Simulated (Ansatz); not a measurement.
Input and command of a calculation in Ansatz (plane waves; scalar-relativistic PAW potentials unless the input names others):

```yaml
crystal:
  lattice:
    - [8.1558973628, 0.0, 0.0]
    - [0.0, 8.1558973628, 0.0]
    - [0.0, 0.0, 25.1169230221]
  atoms:
    - { symbol: Na, position: [0.25, 0.75, 0.3384172493] }
    - { symbol: Na, position: [0.25, 0.25, 0.3384172493] }
    - { symbol: Na, position: [0.75, 0.75, 0.3384172493] }
    - { symbol: Na, position: [0.75, 0.25, 0.3384172493] }
    - { symbol: Na, position: [0.5, 0.5, 0.4195965537] }
    - { symbol: Na, position: [0.5, 0.0, 0.4195965537] }
    - { symbol: Na, position: [0.0, 0.5, 0.4195965537] }
    - { symbol: Na, position: [0.0, 0.0, 0.4195965537] }
    - { symbol: Na, position: [0.7499927174, 0.249999235, 0.50678825] }
    - { symbol: Na, position: [0.7499790496, 0.7500008071, 0.5019373467] }
    - { symbol: Na, position: [0.2500073152, 0.2499978514, 0.5019384497] }
    - { symbol: Na, position: [0.2500264926, 0.7500027033, 0.497484083] }
    - { symbol: Na, position: [0.015173677, -0.0151868979, 0.5884797012] }
    - { symbol: Na, position: [0.0151758989, 0.5151870838, 0.5884781195] }
    - { symbol: Na, position: [0.48482811, -0.0151651888, 0.5884951813] }
    - { symbol: Na, position: [0.484825917, 0.5151653361, 0.5884936166] }
    - { symbol: Na, position: [0.7500345656, 0.2500035518, 0.6585568497] }
kpoints:
  mp_grid: { grid: [4, 4, 1] }
hamiltonian:
  xc: pbe
  dispersion: d3bj
scf:
  occupations: { method: gaussian, width: 0.1 }
  eigensolver: { kind: davidson }
output:
  forces: true
  eigenvalues: true
efield:
  axis: 3
  dipole_correction: true
  ramp_width: 0.04
accuracy: high
```

```bash
ansatz run input.yaml --threads 4 --pin off --max-ram 12288MiB --backend cpu --events-out ev --progress --plain --runs-dir out
```

Abridged log:
```
Warning: the atoms were moved onto the symmetric positions of the space group found under crystal.symmetry.tolerance 1.0e-5 (fractional; ...
Pseudopotentials: kind: paw
Pseudopotential: Na, paw, valence charge 9, recommended cutoff 420 eV (normal)
Functional definition: PBE
Crystal: 17 atoms, lattice volume = 1670.744 Å³
Basis set: ecut = 420 eV, 32651 PW (Γ), exchange–correlation on 128×128×384 points (8 copies of the dense FFT grid, shifted against one another)
Bands: 94, of which v1, the nominal top of the filled ones, is band 77 counted from 1 (76 counted from 0)
Symmetry: 2 space group operations
Space group: Pm (ITA 6), of the structure as read, at distance tolerance 1.2e-4 Å
k-points: 9 of 16 (time reversal used)
Initial density: superposition of atomic densities (neutral atoms: chi_scale 0, normalization atom), corrected by the library's trained network
Initial wavefunctions: pseudopotential atomic-orbital guess
Functional: x = pbe(κ = 0.804, μ = 0.21951497), c = pbe(β = 0.06672455)
SCF iter   1: F=—  HF=-25269.136804 eV  |F-HF|=—  |Δ(HF+E_count)|=         —  Δρ=6.92e-4  dr2=6.01e-2  ethr=1.77e-3  p=0.022 e·Å  D=2.34e-3 V/Å  ΔV_dip=-0.06 eV  dr2_dipole=1.03e-3  V_vac-E_F(+/−)=2.50/2.55 eV  ⟨swp⟩=17.7  Hψ=4153  notcnv=1  reapply=2
efield: sawtooth ramp at fractional position 0.9785 (placed from the atoms, in the widest stretch of the axis that holds none; the zero of the levels goes with the place), width 0.0400; the density the first Hamiltonian is built on has a dipole p = 0.022 e·Å; the dipole correction subtracts the counter field D = 2.34e-3 V/Å, which shifts the + side's vacuum level by -0.06 eV against the − side's; the planar-averaged density in the ramp window peaks in size at 7.3e-6 e/Å³
SCF iter   2: F=—  HF=-25269.134153 eV  |F-HF|=—  |Δ(HF+E_count)|=   2.65e-3  Δρ=2.86e-4  dr2=7.22e-3  ethr=3.93e-5  p=0.018 e·Å  D=1.91e-3 V/Å  ΔV_dip=-0.05 eV  dr2_dipole=7.78e-4  V_vac-E_F(+/−)=2.67/2.71 eV  ⟨swp⟩=8.2  Hψ=2006  notcnv=0  defer=4
SCF iter   3: F=—  HF=-25269.133324 eV  |F-HF|=—  |Δ(HF+E_count)|=   8.29e-4  Δρ=1.04e-4  dr2=4.89e-4  ethr=3.16e-7  p=0.025 e·Å  D=2.69e-3 V/Å  ΔV_dip=-0.07 eV  dr2_dipole=8.82e-5  V_vac-E_F(+/−)=2.64/2.70 eV  ⟨swp⟩=3.1  Hψ=3295  notcnv=0  defer=1
SCF iter   4: F=—  HF=-25269.133325 eV  |F-HF|=—  |Δ(HF+E_count)|=   6.40e-7  Δρ=3.54e-5  dr2=7.16e-5  ethr=3.16e-7  p=0.025 e·Å  D=2.67e-3 V/Å  ΔV_dip=-0.07 eV  dr2_dipole=4.15e-6  V_vac-E_F(+/−)=2.64/2.71 eV  ⟨swp⟩=3.2  Hψ=1702  notcnv=0  defer=1
SCF iter   5: F=—  HF=-25269.133348 eV  |F-HF|=—  |Δ(HF+E_count)|=   2.36e-5  Δρ=9.96e-6  dr2=1.94e-5  ethr=4.68e-8  p=0.025 e·Å  D=2.70e-3 V/Å  ΔV_dip=-0.07 eV  dr2_dipole=5.25e-6  V_vac-E_F(+/−)=2.64/2.71 eV  ⟨swp⟩=4.0  Hψ=1712  notcnv=0
SCF iter   6: F=—  HF=-25269.133350 eV  |F-HF|=—  |Δ(HF+E_count)|=   1.35e-6  Δρ=9.25e-6  dr2=1.65e-6  ethr=1.27e-8  p=0.025 e·Å  D=2.69e-3 V/Å  ΔV_dip=-0.07 eV  dr2_dipole=2.39e-8  V_vac-E_F(+/−)=2.64/2.71 eV  ⟨swp⟩=3.1  Hψ=1593  notcnv=0
SCF iter   7: F=—  HF=-25269.133350 eV  |F-HF|=—  |Δ(HF+E_count)|=   1.77e-9  Δρ=1.75e-6  dr2=1.44e-7  ethr=1.08e-9  p=0.025 e·Å  D=2.69e-3 V/Å  ΔV_dip=-0.07 eV  dr2_dipole=1.65e-8  V_vac-E_F(+/−)=2.64/2.71 eV  ⟨swp⟩=3.8  Hψ=1950  notcnv=0
SCF iter   8: F=-25269.133350 eV  HF=-25269.133350 eV  |F-HF|=2.59e-9  |Δ(HF+E_count)|=   4.14e-8  Δρ=4.70e-7  dr2=1.02e-8  ethr=9.43e-11  p=0.025 e·Å  D=2.69e-3 V/Å  ΔV_dip=-0.07 eV  dr2_dipole=7.93e-10  V_vac-E_F(+/−)=2.64/2.71 eV  ⟨swp⟩=4.0  Hψ=1709  notcnv=0
SCF 1 converged in 8 iterations: F = -25269.133350 eV  dr2 = 1.02e-8
  Residual-converged pass: ⟨swp⟩=3.2  Hψ=1739  notcnv=0  max |occ|·‖R‖ = 6.4e-6 eV (tolerance 6.7e-6 eV) dr2=1.03e-8  dr2_onsite=4.11e-10  max |Δocc| = 1.3e-9
SCF converged after 8 iterations
Free energy (F): -25269.133350 eV
Harris-Foulkes:  -25269.133350 eV  (|F-HF|=2.59e-9)
Internal energy: -25269.111239 eV  (E = F + TS)
E sigma→0 (E₀):  -25269.122294 eV
Entropy (-TS):   -0.022111 eV (-1.301 meV/atom)
Fermi energy:    -0.945971 eV
Dipole field:    D = 0.002675 V/Å  (p = 0.024703 e·Å, saw-weighted, corrected)
Work function:   Φ+ = 2.6409 eV   Φ− = 2.7081 eV
Levels:          The Fermi level and band energies are counted from a zero that moves with the ramp; work functions are not
  E_disp       = -1.978531  (pairwise vdW)
--- Forces (eV/Å), atoms counted from 1 ---
  atom   1  Na     0.00000144     0.00000000    -0.05579358
  atom   2  Na     0.00000090     0.00000000    -0.06369119
  atom   3  Na    -0.00000247     0.00000000    -0.06369279
  atom   4  Na    -0.00000084     0.00000000    -0.06834910
  atom   5  Na     0.03064235    -0.03067761     0.06297588
  atom   6  Na     0.03064235     0.03067761     0.06297588
  atom   7  Na    -0.03062649    -0.03060338     0.06308692
  atom   8  Na    -0.03062649     0.03060338     0.06308692
  atom   9  Na     0.00001533     0.00000000     0.00011680
  atom  10  Na     0.00006085     0.00000000     0.00035038
  atom  11  Na    -0.00001143     0.00000000     0.00034256
  atom  12  Na    -0.00008077     0.00000000    -0.00043627
  atom  13  Na    -0.00166398     0.00169263     0.00148392
  atom  14  Na    -0.00166398    -0.00169263     0.00148392
  atom  15  Na     0.00164912     0.00163176     0.00143710
  atom  16  Na     0.00164912    -0.00163176     0.00143710
  atom  17  Na     0.00001546     0.00000000    -0.00678756
```

Apart from outputs, empty bands and the relaxation, which only the reference makes, the input differs from a reference run on usual settings in accuracy: not typed → "high"; scf.eigensolver.kind: not typed → "davidson"; basis.ecutwfc: 420 → not typed. The reference, at the same geometry, ended its own course with largest force 0.077 eV/Å, no gap on the mesh. This run converged in 8 SCF iterations with an energy at zero smearing within 0.01 meV/atom of the reference's, largest force 0.077 eV/Å, no gap on the mesh.